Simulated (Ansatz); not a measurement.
## RbBi₃: stable or not

The structure comes from a generated guess, relaxed at this level; another structure or a mixture of phases may lie lower.

These are results of DFT PBE, scalar-relativistic, plane waves, PAW (Ansatz 0.2.0), not measurements. Plane waves to 420 eV, a 12×12×14 mesh through Γ for the 4-atom cell and 0.10 eV Gaussian smearing; no spin polarisation.

```cif
data_structure
_symmetry_space_group_name_H-M 'P 1'
_symmetry_Int_Tables_number 1
_cell_length_a 6.8604
_cell_length_b 6.8604
_cell_length_c 3.4370
_cell_angle_alpha 90.000
_cell_angle_beta 90.000
_cell_angle_gamma 120.000
_cell_volume 140.09
loop_
_atom_site_label
_atom_site_type_symbol
_atom_site_fract_x
_atom_site_fract_y
_atom_site_fract_z
_atom_site_occupancy
Rb1 Rb 0.00000 0.00000 0.50000 1
Bi1 Bi 0.50000 0.00000 0.00000 1
Bi2 Bi 0.50000 0.50000 0.00000 1
Bi3 Bi 0.00000 0.50000 0.00000 1
```

The zero of energy is the elements' standard structures at the same level; no fitted shifts are applied.

Q: These tests were run: energy against the elements; phonons on a 1×1×2 q mesh. What do they show?

A:

```tsv
test	result
energy against the elements	−0.17 eV/atom
phonons on a 1×1×2 q mesh	imaginary modes down to 44i cm⁻¹
```

It fails one test: phonons on a 1×1×2 q mesh. So it isn't even a local minimum.

Spin–orbit coupling, which can matter for Bi, is left out. The run for the phonons used a 12×12×14 k mesh and Fermi–Dirac smearing of 0.15 eV.
